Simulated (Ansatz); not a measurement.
Input and command of a calculation in Ansatz (plane waves; scalar-relativistic PAW potentials unless the input names others):

```yaml
crystal:
  lattice:
    - [0.0, 2.4439353854, 2.4439353854]
    - [2.4439353854, 0.0, 2.4439353854]
    - [2.4439353854, 2.4439353854, 0.0]
  atoms:
    - { symbol: Ga, position: [0.0, 0.0, 0.0] }
    - { symbol: P, position: [0.75, 0.75, 0.75] }
basis:
  ecutwfc: 420
kpoints:
  mp_grid: { grid: [3, 3, 3] }
hamiltonian:
  xc: lda
  dispersion: d4
scf:
  occupations: { method: tetrahedron_uncorrected }
output:
  forces: true
  eigenvalues: true
  stress: true
```

```bash
ansatz run input.yaml --threads 1 --pin off --max-ram 3072MiB --backend cpu --events-out ev --progress --plain --runs-dir out
```

Abridged log:
```
Warning: the engine holds no damping parameters fitted to this dispersion correction and functional, so the run takes those fitted to pbe (hamiltonian.dispersion, under Limitations)
Basis set: ecut = 420 eV, 537 PW (Γ)
Bands: 14, of which v1, the nominal top of the filled ones, is band 9 counted from 1 (8 counted from 0)
Symmetry: 24 space group operations
k-points: 4 of 27 (time reversal used)
SCF iter   1: F=—  HF=-4432.982222 eV  |F-HF|=—  |Δ(HF+E_count)|=         —  Δρ=7.26e-3  dr2=1.76e-2  ethr=1.77e-3  ⟨swp⟩=7.2  Hψ=400  notcnv=0
SCF iter   2: F=—  HF=-4432.975103 eV  |F-HF|=—  |Δ(HF+E_count)|=   7.12e-3  Δρ=2.53e-3  dr2=2.28e-3  ethr=9.79e-5  ⟨swp⟩=3.5  Hψ=141  notcnv=0  defer=4
SCF iter   3: F=—  HF=-4432.974372 eV  |F-HF|=—  |Δ(HF+E_count)|=   7.32e-4  Δρ=1.05e-3  dr2=2.20e-4  ethr=1.27e-5  ⟨swp⟩=3.0  Hψ=106  notcnv=0  defer=4
SCF iter   4: F=—  HF=-4432.974244 eV  |F-HF|=—  |Δ(HF+E_count)|=   1.27e-4  Δρ=1.89e-4  dr2=4.52e-6  ethr=1.22e-6  ⟨swp⟩=3.0  Hψ=111  notcnv=0  defer=4
SCF iter   5: F=—  HF=-4432.974251 eV  |F-HF|=—  |Δ(HF+E_count)|=   6.44e-6  Δρ=8.51e-5  dr2=9.38e-7  ethr=2.51e-8  ⟨swp⟩=2.5  Hψ=112  notcnv=0  defer=4
SCF iter   6: F=-4432.974251 eV  HF=-4432.974251 eV  |F-HF|=6.36e-9  |Δ(HF+E_count)|=   2.66e-7  Δρ=9.01e-6  dr2=1.02e-8  ethr=5.56e-10  ⟨swp⟩=5.5  Hψ=308  notcnv=0
SCF 1 converged in 6 iterations: F = -4432.974251 eV  dr2 = 1.02e-8
SCF converged after 6 iterations
Free energy (F): -4432.974251 eV
Harris-Foulkes:  -4432.974251 eV  (|F-HF|=6.36e-9)
Internal energy: -4432.974251 eV  (E = F + TS)
E sigma→0 (E₀):  -4432.974251 eV
Fermi energy:    11.916454 eV
  E_disp       = -1.128541  (pairwise vdW)
--- Forces (eV/Å), atoms counted from 1 ---
  atom   1  Ga     0.00000000     0.00000000     0.00000000
  atom   2  P      0.00000000     0.00000000     0.00000000
--- Stress (GPa, compression-positive) ---
       48.735672       0.000000       0.000000
        0.000000      48.735672       0.000000
        0.000000       0.000000      48.735672
  P = ⅓ Tr σ = 48.7357 GPa (487.357 kbar)
```

Apart from outputs, empty bands and the relaxation, which only the reference makes, the input differs from a reference run on usual settings in kpoints.mp_grid.grid: [10, 10, 10] → [3, 3, 3]; scf.occupations.method: "fixed" → "tetrahedron_uncorrected"; hamiltonian.dispersion: not typed → "d4". The reference, at the same geometry, ended its own course with pressure 50.00 GPa, largest force 0.000 eV/Å, gap on the mesh 0.65 eV. This run converged in 6 SCF iterations with an energy at zero smearing 205 meV/atom below the reference's (the Hamiltonian itself differs), pressure 48.74 GPa, largest force 0.000 eV/Å, gap on the mesh 0.82 eV. Its k mesh is looser than usual. The Hamiltonian differs as well, so the change in the result can't be put down to that alone.

The run took 0.74 s on 1 thread of Arm Neoverse V1, with other jobs on the host, peak memory 0.24 GiB.